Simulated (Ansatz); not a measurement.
CdSe (wurtzite)

```yaml
crystal:
  lattice:
    - [4.38272, 0.00000, 0.00000]
    - [-2.19136, 3.79554, 0.00000]
    - [0.00000, 0.00000, 7.15447]
  atoms:
    - { symbol: Cd, position: [0.66667, 0.33333, 0.00047] }
    - { symbol: Cd, position: [0.33333, 0.66667, 0.50047] }
    - { symbol: Se, position: [0.66667, 0.33333, 0.62473] }
    - { symbol: Se, position: [0.33333, 0.66667, 0.12473] }
```

The slice is a (1 -1 0 0) plane (indices of the conventional cell) through the point (0.667, 0.333, 0.001) (fractional), spanned by u = [110] and v = [001] in vectors of this cell: u (4.38 Å) and v (7.15 Å, at 90° to u). It covers one period; positions are fractions (u, v).

These are PBE (plane waves to 420 eV, PAW, scalar-relativistic; Ansatz, a program for electronic structure) values and carry that method's errors. k mesh 9×9×5. These are valence fields of a PAW run, semicore shells included where kept as valence: close to a nucleus they are smooth pseudo fields. CdSe was relaxed with its symmetry unable to fall.

**Question.** What is the ELF at the density minimum of the shortest Cd–Se line in this plane (2.69 Å)?

**Answer.** 0.3.

**Question.** What is the valence density on the shortest Cd–Se line in this plane (2.69 Å), at its minimum between the atoms?

**Answer.** 0.34 e/Å³.

**Question.** Sketch the electrostatic potential energy of an electron, from the cell's mean on this plane as a map.

**Answer.** 
```
|xxxxxxxxxx  ==##%%%%@@%%%%##==  xxxxxxxx|
|xxxxxxxxxx..++##%%@@@@@@%%##++..xxxxxxxx|
|xxxxxxxx  --**%%@@@@@@@@@@%%**--  xxxxxx|
|xxxxxx  --++##%%@@@@@@@@@@%%##++--  xxxx|
|    ..==++##%%@@@@@@@@@@@@@@%%##++==..  |
|::--==**##%%@@@@@@@@@@@@@@@@@@%%##**==--|
|  ..--++##%%@@@@@@@@@@@@@@@@@@%%##++--..|
|xxxx  ..++##%%@@@@@@@@@@@@@@%%##++..  xx|
|xxxxxxxx..++%%@@@@@@@@@@@@@@%%++..xxxxxx|
|xxxxxxxxxx--##%%@@@@@@@@@@%%##--xxxxxxxx|
|xxxxxxxxxx..**%%%%%%%%%%%%%%**..xxxxxxxx|
|xxxxxxxxxx  ++##############++  xxxxxxxx|
|xxxxxxxxxx..++**************++..xxxxxxxx|
|xxxxxxxxxx--++**++++==++++**++--xxxxxxxx|
|xxxxxxxx  ++****++==--==++****++  xxxxxx|
|xxxxxx  ==****++==------==++****==  xxxx|
|..::==++######**++==--==++**######++==::|
|****##%%%%%%##**++++==++++**##%%%%%%##**|
|%%%%@@@@@@%%%%##**********##%%%%@@@@@@%%|
|@@@@@@@@@@@@%%%%##########%%%%@@@@@@@@@@|
|@@@@@@@@@@@@@@%%%%%%%%%%%%%%@@@@@@@@@@@@|
|@@@@@@@@@@@@@@@@@@%%%%%%@@@@@@@@@@@@@@@@|
|@@@@@@@@@@@@@@@@@@@@@@@@@@@@@@@@@@@@@@@@|
|%%%%@@@@@@@@@@@@@@%%%%%%@@@@@@@@@@@@@@%%|
|######%%%%@@@@%%%%%%##%%%%%%@@@@%%%%####|
|==++++**##%%%%%%####**####%%%%%%##**++++|
|    ..==**######****++****######**==..  |
|xxxxxx  --++**##**++++++**##**++--  xxxx|
|xxxxxxxx  --********++********--  xxxxxx|
|xxxxxxxxxx..++**##******##**++..xxxxxxxx|
|xxxxxxxxxx  ==**##########**==  xxxxxxxx|
|xxxxxxxxxx  ==##%%%%%%%%%%##==  xxxxxxxx|
```
Scale: ten equal steps from -3.00 (start of ' ') to 5.27 (end of '@'), in the order ' .:-=+*#%@'. Values: electrostatic potential energy of an electron, from the cell's mean, in eV. The map has 20 points along u (two characters each, u = 0 at the left) and 32 along v (v = 0 in the bottom row). Points within 1 Å of a nucleus are blanked (x), as the pseudised field means little there. Values under -3 eV are set to -3. The zero, the cell's mean, hangs on the PAW cores.
